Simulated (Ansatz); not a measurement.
SiC (wurtzite, P6_3mc) under volume change, the program Ansatz at the PBE level (PAW), shape and atoms relaxed at each volume.

| V (Å³/atom) | E − E(relaxed) (meV/atom) | P (GPa) |
|---|---|---|
| 9.558 | 66.0 | 24.17 |
| 9.873 | 27.8 | 14.89 |
| 10.188 | 6.6 | 6.89 |
| 10.503 | 0.0 | -0.01 |
| 10.818 | 6.0 | -5.96 |
| 11.133 | 22.9 | -11.08 |
| 11.449 | 49.1 | -15.49 |

### Question
What does a third-order Birch–Murnaghan fit give for V₀, B₀ and B′?

### Answer
V₀ = 10.50 Å³/atom, B₀ = 213 GPa, B′ = 3.9.

The cell was relaxed with PBE under the symmetry of its start; phonons on a q-mesh show no instability.

Potentials: the later of the program's two PAW sets.
